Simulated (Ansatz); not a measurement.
Nb2PC:
```yaml
crystal:
  lattice:
    - [3.30704, 0.00000, 0.00000]
    - [-1.65352, 2.86398, 0.00000]
    - [0.00000, 0.00000, 11.53562]
  atoms:
    - { symbol: Nb, position: [0.33333, 0.66667, 0.40034] }
    - { symbol: Nb, position: [0.66667, 0.33333, 0.59966] }
    - { symbol: Nb, position: [0.66667, 0.33333, 0.90034] }
    - { symbol: Nb, position: [0.33333, 0.66667, 0.09966] }
    - { symbol: P, position: [0.66667, 0.33333, 0.25000] }
    - { symbol: P, position: [0.33333, 0.66667, 0.75000] }
    - { symbol: C, position: [0.00000, 0.00000, 0.50000] }
    - { symbol: C, position: [0.00000, 0.00000, 0.00000] }
```

Relaxed with r²SCAN. Special points in fractions of this cell's reciprocal vectors: Γ (0.000, 0.000, 0.000); M (0.500, 0.000, 0.000); K (0.333, 0.333, 0.000); A (0.000, 0.000, 0.500); L (0.500, 0.000, 0.500); H (0.333, 0.333, 0.500).

Question: List the band energies nearest the Fermi level at these points for the program Ansatz at the r²SCAN level (PAW).

Answer: In eV from the Fermi level; about four levels below and three above (degenerate sets whole), none deeper than 8.9 eV; points with the same levels are listed once.

```json
[
 {"k": "Γ", "below": "-1.40 -1.40 -1.15 -1.15", "above": "0.12 0.12 0.31 0.31"},
 {"k": "M", "below": "-3.58 -2.88 -2.79 -1.42", "above": "0.92 1.08 1.62"},
 {"k": "K", "below": "-3.93 -1.74 -0.21 -0.21", "above": "0.04 0.88 0.88"},
 {"k": "A", "below": "-1.13 -1.13 -1.13 -1.13 -0.26 -0.26", "above": "1.48 1.48 1.48 1.48"},
 {"k": "L", "below": "-3.18 -3.18 -2.15 -2.15", "above": "1.51 1.51 1.60 1.60"},
 {"k": "H", "below": "-1.03 -1.03 -0.18 -0.18", "above": "0.75 0.75 2.26 2.26"}
]
```

Space group P6_3/mmc. The workflow started from a Materials Project entry (that database holds measured and hypothetical structures alike); the Crystallography Open Database copy checked does not list it. Whether it is the stable phase at ambient conditions was not checked. The cell was relaxed with r²SCAN under the symmetry of its start; whether a distortion lowers the energy is not shown. No spin polarisation was allowed. Spin–orbit coupling is left out wherever it is not named.

Potentials: the later of the program's two PAW sets.
